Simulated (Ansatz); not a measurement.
BeS:
```cif
data_Be4S4
_chemical_formula_sum 'Be4 S4'
_space_group_name_H-M_alt 'F-43m'
_space_group_IT_number 216
_space_group_name_Hall 'F -4 2 3'
_cell_length_a 4.79610
_cell_length_b 4.79610
_cell_length_c 4.79610
_cell_angle_alpha 90.000
_cell_angle_beta 90.000
_cell_angle_gamma 90.000
loop_
_atom_site_label
_atom_site_type_symbol
_atom_site_symmetry_multiplicity
_atom_site_Wyckoff_symbol
_atom_site_fract_x
_atom_site_fract_y
_atom_site_fract_z
_atom_site_occupancy
Be1 Be 4 a 0.00000 0.00000 0.00000 1
S1 S 4 d 0.75000 0.75000 0.75000 1
```
(The calculation used a cell of 2 atoms; values per cell refer to that cell.)

This is the LDA-relaxed structure.

Q: All from DFT-LDA in the program Ansatz with PAW potentials, unless another level is named. Estimate the hole effective mass, band 3 of 3 at the edge.

A: 0.34 along [100], 0.22 along [110], 0.19 along [111] (mₑ).

Q: Next, the hole effective mass, band 2 of 3 at the edge?

A: 0.53 along [100], 0.53 along [110], 1.3 along [111] (mₑ).

Q: Next, the formation energy from the elements (no fitted shifts)?

A: -1.15 eV/atom.

Q: Predict the conduction-band minimum.

A: at X (3 equivalent valleys).

Q: Give the valence-band maximum.

A: at Γ.

The cell was relaxed with LDA under the symmetry of its start. The references are the lowest solids computed at this level, not always the standard phases.

Potentials: the earlier of the program's two PAW sets. The files were generated under PBE; for other functionals the program regenerates the frozen cores, and for LDA and PBEsol the local potential too.

Edges and masses are those of Kohn–Sham bands, whose gap is no quasiparticle gap.
